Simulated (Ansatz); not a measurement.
# CsEu (P-6m2): spiral at q = 0

Theory: DFT, LDA, all-electron LAPW, scalar-relativistic (Ansatz).

Command: `ansatz run input.yaml --threads 2 --pin off --max-ram 5120MiB --backend cpu --events-out ev --progress --plain --runs-dir out`

```yaml
crystal:
  lattice:
    - [4.4644198847, 0.0, 0.0]
    - [-2.2322099423, 3.8663010333, 0.0]
    - [0.0, 0.0, 8.008631]
  atoms:
    - { symbol: Cs, position: [0.0, 0.0, 0.5] }
    - { symbol: Eu, position: [0.6666666667, 0.3333333333, 0.0], spin: 7.2, spin_axis: [1.0, 0.0, 0.0] }
magnetization:
  noncollinear: true
  spin_spiral: { q: [0.0, 0.0, 0.0] }
kpoints:
  mp_grid: { grid: [9, 9, 12] }
scf:
  occupations: { method: fermi_dirac, width: 0.05 }
hamiltonian:
  xc: lda
  pseudopotentials: { kind: all_electron, lapw: { basis_error: 0.001 } }
output:
  eigenvalues: false
```

Output:

```
settings of this run that can trade accuracy for cost: output.eigenvalues: false. Do not mix this run's numbers with those of runs without the same settings; the input reference describes each key
LAPW: plane waves up to 5.722 Å⁻¹, error target 1.0e-3 eV per atom; small_component_spin mean_spin; Cs in spheres of 2.232 Å, 19 of its electrons in bands, Dirac shells []; Eu in spheres of 2.232 Å, 17 of its electrons in bands, Dirac shells [] (how accurate: hamiltonian.pseudopotentials.lapw.basis_error, Limitations)
band count auto-derived: 50 (N_el = 36.0; filled up to band 36; 44 by the electrons, moments and atoms)
Engine: ansatz 0.2.0
Pseudopotentials: kind: all_electron
Pseudopotential: Cs, LAPW, valence charge 19, lapw/all_electron/scalar/gaussian/Cs, Koelling and Harmon's equation, gaussian nucleus
Pseudopotential: Eu, LAPW, valence charge 17, lapw/all_electron/scalar/gaussian/Eu, Koelling and Harmon's equation, gaussian nucleus
Functional definition: SPW92
  exchange = slater_x
  correlation = pw_c
Crystal: 2 atoms, lattice volume = 138.235 Å³
Basis set: ecut = 124.73866259248115 eV, 417 PW (Γ), exchange–correlation at level 2
Bands: 50, of which v1, the nominal top of the filled ones, is band 36 counted from 1 (35 counted from 0)
Symmetry: 12 space group operations
k-points: 84 of 972
Spin spiral: q = (0, 0, 0) of the reciprocal vectors; moments are told in the frame that turns with it, a site's in that at the site
Non-local potential: Cs, projectors of the file, none
Non-local potential: Eu, projectors of the file, none
Initial density: superposition of atomic densities (chi_scale 0.1, normalization cell)
Starting moments: Σ|m| = 7.2 μB on 1 of 2 sites
Initial wavefunctions: plane waves of lowest kinetic energy (no species holds an atomic orbital)
Functional: x = slater, c = lda
iter 1 solved again at ethr=5.09e-4 eV; its pass at ethr=1.00e-1 eV (dr2=1.83e-1 eV) is discarded
SCF iter   1: F=—  HF=-506589.753099 eV  |F-HF|=—  |Δ(HF+E_count)|=         —  Δρ=3.51e-3  dr2=1.83e-1  dr2_m=1.74e-3  ethr=5.09e-4  |M|=7.48e0 ∫|m|=7.48e0 μB  β_m=1.00  ⟨swp⟩=3.9  Hψ=29008  notcnv=0
preconditioner: auto → Kerker (q_TF=auto, 2.180 Å⁻¹)  [metal: Δε(μ)=0.005 eV  Ē_g=6.063 eV  σ=0.050 eV  W_gap=0.02  n_scr=22 (ndim 8)  ℏωp=12.6 eV  f_vac=0.000  D(μ)=3.01/eV (n_scr^D=22)]
spin=Noncollinear: Kerker preconditioning applied to the charge; magnetization (m_x, m_y, m_z) channels mix plain (no charge-response kernel on spin).
SCF iter   2: F=—  HF=-506589.717344 eV  |F-HF|=—  |Δ(HF+E_count)|=   3.58e-2  Δρ=2.82e-3  dr2=1.01e-1  dr2_m=6.32e-5  ethr=5.09e-4  |M|=7.50e0 ∫|m|=7.50e0 μB  β_m=0.30  ⟨swp⟩=3.3  Hψ=14304  notcnv=0  defer=28
SCF iter   3: F=—  HF=-506589.712409 eV  |F-HF|=—  |Δ(HF+E_count)|=   4.93e-3  Δρ=2.29e-3  dr2=7.17e-2  dr2_m=2.60e-5  ethr=2.80e-4  |M|=7.50e0 ∫|m|=7.50e0 μB  β_m=0.30  ⟨swp⟩=2.0  Hψ=13273  notcnv=0
SCF iter   4: F=—  HF=-506589.702020 eV  |F-HF|=—  |Δ(HF+E_count)|=   1.04e-2  Δρ=1.07e-3  dr2=1.43e-2  dr2_m=5.05e-5  ethr=1.99e-4  |M|=7.47e0 ∫|m|=7.47e0 μB  β_m=0.30  ⟨swp⟩=2.4  Hψ=13143  notcnv=0  defer=3
SCF iter   5: F=—  HF=-506589.720405 eV  |F-HF|=—  |Δ(HF+E_count)|=         —  Δρ=4.65e-4  dr2=2.45e-3  dr2_m=3.68e-5  ethr=3.98e-5  |M|=7.46e0 ∫|m|=7.46e0 μB  β_m=0.30  ⟨swp⟩=2.1  Hψ=13271  notcnv=0  defer=1
the basis was enlarged: its passes take 10.0 MiB over the memory plan, 2 of 2 planned eigensolver slots
SCF iter   6: F=—  HF=-506589.718033 eV  |F-HF|=—  |Δ(HF+E_count)|=   2.37e-3  Δρ=4.24e-4  dr2=3.95e-4  dr2_m=5.69e-5  ethr=6.80e-6  |M|=7.45e0 ∫|m|=7.45e0 μB  β_m=0.30  ⟨swp⟩=2.7  Hψ=13402  notcnv=0  defer=1
SCF iter   7: F=—  HF=-506589.717635 eV  |F-HF|=—  |Δ(HF+E_count)|=   3.98e-4  Δρ=2.42e-4  dr2=3.23e-4  dr2_m=1.70e-5  ethr=1.10e-6  |M|=7.45e0 ∫|m|=7.45e0 μB  β_m=1.00  ⟨swp⟩=3.0  Hψ=13589  notcnv=0
SCF iter   8: F=—  HF=-506589.717604 eV  |F-HF|=—  |Δ(HF+E_count)|=   3.13e-5  Δρ=1.70e-4  dr2=1.46e-4  dr2_m=3.70e-6  ethr=8.97e-7  |M|=7.44e0 ∫|m|=7.44e0 μB  β_m=0.30  ⟨swp⟩=2.5  Hψ=13283  notcnv=0
SCF iter   9: F=—  HF=-506589.717537 eV  |F-HF|=—  |Δ(HF+E_count)|=   6.62e-5  Δρ=7.82e-5  dr2=3.02e-5  dr2_m=1.24e-6  ethr=4.07e-7  |M|=7.44e0 ∫|m|=7.44e0 μB  β_m=0.30  ⟨swp⟩=2.0  Hψ=13229  notcnv=0
Mixer restart at iter 9: flushing history
spin-set hold released at iteration 9 (site moments contracting): the magnetisation degrees of freedom join the quasi-Newton model from the next iteration; the mixer history was flushed
SCF iter  10: F=—  HF=-506589.717541 eV  |F-HF|=—  |Δ(HF+E_count)|=   4.03e-6  Δρ=6.90e-5  dr2=2.45e-5  dr2_m=7.22e-7  ethr=8.40e-8  |M|=7.44e0 ∫|m|=7.44e0 μB  β_m=0.65  ⟨swp⟩=2.0  Hψ=13231  notcnv=0
SCF iter  11: F=—  HF=-506589.717548 eV  |F-HF|=—  |Δ(HF+E_count)|=   6.61e-6  Δρ=3.64e-5  dr2=6.99e-6  dr2_m=3.64e-8  ethr=6.81e-8  |M|=7.44e0 ∫|m|=7.44e0 μB  β_m=0.62  ⟨swp⟩=2.0  Hψ=13230  notcnv=0
SCF iter  12: F=—  HF=-506589.717549 eV  |F-HF|=—  |Δ(HF+E_count)|=   7.71e-7  Δρ=2.72e-5  dr2=5.37e-6  dr2_m=7.60e-9  ethr=1.94e-8  |M|=7.44e0 ∫|m|=7.44e0 μB  β_m=0.57  ⟨swp⟩=2.0  Hψ=13230  notcnv=0
SCF iter  13: F=—  HF=-506589.717548 eV  |F-HF|=—  |Δ(HF+E_count)|=   9.35e-7  Δρ=1.79e-5  dr2=2.31e-6  dr2_m=8.18e-10  ethr=1.49e-8  |M|=7.44e0 ∫|m|=7.44e0 μB  β_m=0.72  ⟨swp⟩=2.0  Hψ=13230  notcnv=0
iter 14 solved again at ethr=5.73e-10 eV; its pass at ethr=6.42e-9 eV (dr2=2.06e-7 eV) is discarded
SCF iter  14: F=—  HF=-506589.717547 eV  |F-HF|=—  |Δ(HF+E_count)|=   4.15e-7  Δρ=4.95e-6  dr2=2.06e-7  dr2_m=4.70e-10  ethr=5.73e-10  |M|=7.44e0 ∫|m|=7.44e0 μB  β_m=0.65  ⟨swp⟩=2.0  Hψ=21420  notcnv=0
SCF iter  15: F=-506589.717547 eV  HF=-506589.717547 eV  |F-HF|=1.83e-8  |Δ(HF+E_count)|=   2.65e-8  Δρ=1.43e-6  dr2=2.96e-8  dr2_m=5.92e-10  ethr=5.72e-10  |M|=7.44e0 ∫|m|=7.44e0 μB  ⟨swp⟩=2.0  Hψ=13230  notcnv=0
SCF 1 converged in 15 iterations: F = -506589.717547 eV  dr2 = 2.96e-8
WARN: this state was not checked for a lower one beside it: the run's test of it (scf.lower_state_search) could not run behind this SCF: none is made under non-collinear spin (noncollinear)
SCF converged after 15 iterations
Magnetization: |M| = 7.4421 μB,  M = (+7.4421, +0.0000, +0.0000) μB
Absolute magnetization: 7.4423 μB (∫|m|)
  site 0: m = (+0.0732, +0.0000, +0.0000) μB, |m| = 0.0732 μB  (R = 2.23 Å)
  site 1: m = (+7.2137, +0.0000, +0.0000) μB, |m| = 7.2137 μB  (R = 2.23 Å)
Free energy (F): -506589.717547 eV
Harris-Foulkes:  -506589.717547 eV  (|F-HF|=1.83e-8)
Internal energy: -506589.694997 eV  (E = F + TS)
E sigma→0 (E₀):  -506589.706272 eV
Entropy (-TS):   -0.022550 eV (-11.275 meV/atom)
Fermi energy:    6.079156 eV
--- Per-component energies (eV) ---
  E_band       = -804.070279
  E_kinetic    = 544597.186460
  E_xc         = -11490.815047
  E_electrostatic = -1039696.066411  (all electrons and nuclei)
  E_smearing   = -0.022550  (= −TS)
  E_closure    = 0.000000  (closes the sum)
  E_atoms      = -506579.054659  (free atoms, spherical and without spin; not in F)
  Σ components = -506589.717547   (vs F -506589.717547, Δ=0.00e0)
  Basis errors (estimates in eV, not in F): energy 3.4e-5 per atom: plane waves 7.3e-6 (3.7e-6 summed), levels above the bands 2.7e-26, relativity 1.6e-9, radial functions 2.5e-5, core shells 1.6e-6; eigenvalues (radial functions only) 1.9e-6; not estimated: angular momenta, meshes, grids; target (lapw.basis_error) 1.0e-3; muffin-tin radii Cs 2.232 Å, Eu 2.232 Å
settings of this run that can trade accuracy for cost: output.eigenvalues: false. Do not mix this run's numbers with those of runs without the same settings; the input reference describes each key
```

Site moments (μB): Cs1 0.07, Eu2 7.21. Cell moment 7.44 μB in the turning frame.

Without U a semilocal functional puts the f levels too near the Fermi level, which can change moments and the order of magnetic states; site and cell moments are spin moments. Spin–orbit coupling is left out although heavy atoms are present. In at least one run the program's final test of stability wasn't made or came to no verdict. With open f shells a run can end in a state that isn't the lowest. None of this fixes the real material's magnetic order: only patterns that fit the cell were computed, without spin fluctuations and on one mesh and smearing, with a functional that can overstate moments.

It took 2.7 min on 2 threads of Arm Neoverse V2, with other jobs on the host, peak memory 0.88 GiB.
